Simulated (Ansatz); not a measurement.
Zincblende alloy of GaSb and InAs (6 of 32 Ga sites, 6 of 32 Sb sites exchanged), 64 atoms

Ansatz, PAW, plane waves. PBEsol relaxation of volume and atoms (shape held) at the single k point (¼, ¼, ¼) without its symmetry partners; single points on the relaxed atoms at the Γ point alone, onto which points of the small cell's zone fold. Arrangement: quasirandom. No spin–orbit coupling unless named.

Relaxed structure:

```cif
data_structure
_symmetry_space_group_name_H-M 'P 1'
_symmetry_Int_Tables_number 1
_cell_length_a 12.2056
_cell_length_b 12.2056
_cell_length_c 12.2056
_cell_angle_alpha 90.000
_cell_angle_beta 90.000
_cell_angle_gamma 90.000
_cell_volume 1818.36
loop_
_atom_site_label
_atom_site_type_symbol
_atom_site_fract_x
_atom_site_fract_y
_atom_site_fract_z
_atom_site_occupancy
Ga1 Ga 0.99873 0.99986 0.99422 1
Ga2 Ga 0.00103 0.00313 0.50469 1
Ga3 Ga 0.00092 0.49286 0.99286 1
Ga4 Ga 0.99099 0.50318 0.50731 1
Ga5 Ga 0.50003 0.99659 0.49990 1
Ga6 Ga 0.51355 0.49747 0.99749 1
Ga7 Ga 0.49992 0.49999 0.49650 1
Ga8 Ga 0.24965 0.24841 0.49578 1
Ga9 Ga 0.25220 0.74877 0.00005 1
Ga10 Ga 0.24232 0.74282 0.50740 1
Ga11 Ga 0.74309 0.25646 0.00121 1
Ga12 Ga 0.75967 0.25987 0.50885 1
Ga13 Ga 0.75178 0.74418 0.99457 1
Ga14 Ga 0.75400 0.73957 0.49753 1
Ga15 Ga 0.24952 0.99858 0.25403 1
Ga16 Ga 0.24712 0.99775 0.74637 1
Ga17 Ga 0.25318 0.49834 0.25051 1
Ga18 Ga 0.75558 0.99642 0.74747 1
Ga19 Ga 0.75754 0.50458 0.25780 1
Ga20 Ga 0.75252 0.48938 0.75158 1
Ga21 Ga 0.00017 0.25252 0.25180 1
Ga22 Ga 0.99411 0.26143 0.74783 1
Ga23 Ga 0.00379 0.74421 0.74216 1
Ga24 Ga 0.50819 0.24909 0.24696 1
Ga25 Ga 0.49741 0.74567 0.25228 1
Ga26 Ga 0.50265 0.74869 0.74759 1
In1 In 0.50627 0.00570 0.00743 1
In2 In 0.23844 0.25821 0.99532 1
In3 In 0.23539 0.50436 0.74814 1
In4 In 0.74535 0.01154 0.24606 1
In5 In 0.99501 0.74142 0.25665 1
In6 In 0.51018 0.25792 0.75435 1
Sb1 Sb 0.11820 0.11910 0.13023 1
Sb2 Sb 0.12344 0.13086 0.62782 1
Sb3 Sb 0.12862 0.61508 0.11841 1
Sb4 Sb 0.63430 0.12120 0.62041 1
Sb5 Sb 0.63013 0.62535 0.12843 1
Sb6 Sb 0.62723 0.61770 0.62598 1
Sb7 Sb 0.38406 0.37871 0.12606 1
Sb8 Sb 0.37245 0.37672 0.61686 1
Sb9 Sb 0.37129 0.87069 0.13190 1
Sb10 Sb 0.37300 0.87119 0.62482 1
Sb11 Sb 0.87553 0.37670 0.12602 1
Sb12 Sb 0.87216 0.87391 0.11478 1
Sb13 Sb 0.87725 0.87056 0.62148 1
Sb14 Sb 0.37916 0.12446 0.37191 1
Sb15 Sb 0.36907 0.12273 0.86948 1
Sb16 Sb 0.37117 0.62453 0.37803 1
Sb17 Sb 0.38259 0.62585 0.87847 1
Sb18 Sb 0.88090 0.13420 0.38359 1
Sb19 Sb 0.87144 0.13041 0.87382 1
Sb20 Sb 0.87817 0.62026 0.86978 1
Sb21 Sb 0.12231 0.37939 0.37760 1
Sb22 Sb 0.12779 0.87793 0.38439 1
Sb23 Sb 0.12502 0.87118 0.87187 1
Sb24 Sb 0.63008 0.37554 0.37700 1
Sb25 Sb 0.62340 0.86726 0.37725 1
Sb26 Sb 0.63084 0.87096 0.87037 1
As1 As 0.11358 0.62739 0.61796 1
As2 As 0.62604 0.14217 0.12280 1
As3 As 0.87513 0.37940 0.62883 1
As4 As 0.87085 0.61666 0.38448 1
As5 As 0.10884 0.37652 0.86894 1
As6 As 0.63506 0.38093 0.88087 1
```

Question: What are the mean bond lengths by pair (pairs within 1.2 times the sum of covalent radii, less contacts 15 % beyond the pair's median; cation–cation pairs of compounds aside; long ionic contacts are cut short by that bound)?

Answer: As–Ga 2.496 ± 0.021 Å (standard deviation, 17 bonds); As–In 2.640 ± 0.009 Å (standard deviation, 7 bonds); Ga–Sb 2.646 ± 0.019 Å (standard deviation, 87 bonds); In–Sb 2.791 ± 0.015 Å (standard deviation, 17 bonds).

Question: What gap lies between the top filled and the lowest empty level in the single points?

Answer: HSE06 0.66 eV (47 s on NVIDIA GB200).
